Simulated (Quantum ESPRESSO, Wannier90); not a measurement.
Wannier functions of InBi (P4/nmm)

```xyz
4
Lattice="4.9108 0.0000 0.0000 0.0000 4.9108 0.0000 0.0000 0.0000 5.2223" Properties=species:S:1:pos:R:3 pbc="T T T"
In     2.4554     2.4554     0.0000
In     0.0000     0.0000     0.0000
Bi     2.4554     0.0000     1.8801
Bi     0.0000     2.4554    -1.8801
```

Materials Project entry mp-23313; symmetrised, unrelaxed at this level. COD (Crystallography Open Database) has an entry of this formula and space group (matched by these alone). Method: PBEsol plane waves in Quantum ESPRESSO 7.5 (PseudoDojo norm-conserving files, 56 Ry, spinors with spin-orbit coupling), Bloch states on a 4×4×4 mesh through Γ, Wannier90 4.0.1. Density: 8×8×8 mesh, cold smearing 0.01 Ry.

A tight-binding model is made by disentanglement and projection with no localisation steps (num_iter = 0), so the 32 orbitals stay atom-like: hydrogen-like In: s;p; Bi: s;p, axes along x, y, z; frozen window up to 3.00 eV relative to the Fermi level. It follows pw.x to 12 meV rms for states up to 1.0 eV relative to the Fermi level. Matrix elements depend on this choice of orbitals and windows.

**Question.** What are the on-site energies relative to the Fermi level, and how fast do the hoppings decay?

**Answer.** 
| atom | orbitals | energy (eV) |
|---|---|---|
| In1 | s↑ s↓ | -3.52 |
| In1 | pz↑ pz↓ | 2.23 |
| In1 | px↑ px↓ py↑ py↓ | 2.45 |
| In2 | s↑ s↓ | -3.52 |
| In2 | pz↑ pz↓ | 2.23 |
| In2 | px↑ px↓ py↑ py↓ | 2.45 |
| Bi3 | s↑ s↓ | -9.53 |
| Bi3 | pz↑ pz↓ | 0.22 |
| Bi3 | px↑ px↓ py↑ py↓ | 0.30 |
| Bi4 | s↑ s↓ | -9.53 |
| Bi4 | pz↑ pz↓ | 0.22 |
| Bi4 | px↑ px↓ py↑ py↓ | 0.30 |

```csv
distance of the centres (Å),largest modulus (eV)
2–3,0.0061
3–4,1.3
4–5,0.44
5–6,0.12
6–7,0.12
7–8,0.10
8–9,0.034
```

Effective spin-orbit constants λ of λ L·S, from the same-site elements px↑–py↑ (λ/2) and dx2-y2↑–dxy↑ (λ), where they are among the larger elements: Bi3 p 1.4 eV, Bi4 p 1.4 eV.
